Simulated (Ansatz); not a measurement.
The relaxed structure here is a generated cell of AlIr: the first start was made by a random draw of sites in a space group, and the end was not matched to a known phase here, so it may be hypothetical.

A structure of AlIr relaxed with PBEsol (plane waves to 420 eV, PAW, scalar-relativistic; Ansatz, an electronic-structure program); single points at other levels follow on the same geometry (Ansatz, PAW; PBEsol+SOC at 420 eV on a 16×16×16 k-mesh; spin-orbit coupling only where +SOC is written). Space group Fm-3m (No. 225).

```yaml
crystal:
  lattice:
    - [0.00000, 2.49992, 2.49992]
    - [2.49992, 0.00000, 2.49992]
    - [2.49992, 2.49992, 0.00000]
  atoms:
    - { symbol: Al, position: [0.50000, 0.50000, 0.50000] }
    - { symbol: Ir, position: [0.00000, 0.00000, 0.00000] }
```

| level | gap (eV) | kind | conduction minimum |
|---|---|---|---|
| PBEsol | 0.00 | – | – |
| PBEsol+SOC | [?] | [?] | [?] |

### Question
Complete the blanks.

### Answer

- PBEsol+SOC, gap (eV): 0.13
- PBEsol+SOC, kind: direct
- PBEsol+SOC, conduction minimum: k = (0.0625, 0.25, -0.4375)

The shift from spin-orbit coupling is approximate. No spin polarisation in the result.

The run could not lower the symmetry of its start; a shaken copy of this end point relaxes with PBEsol to Pm-3m (No. 221), 0.97 eV/atom lower.
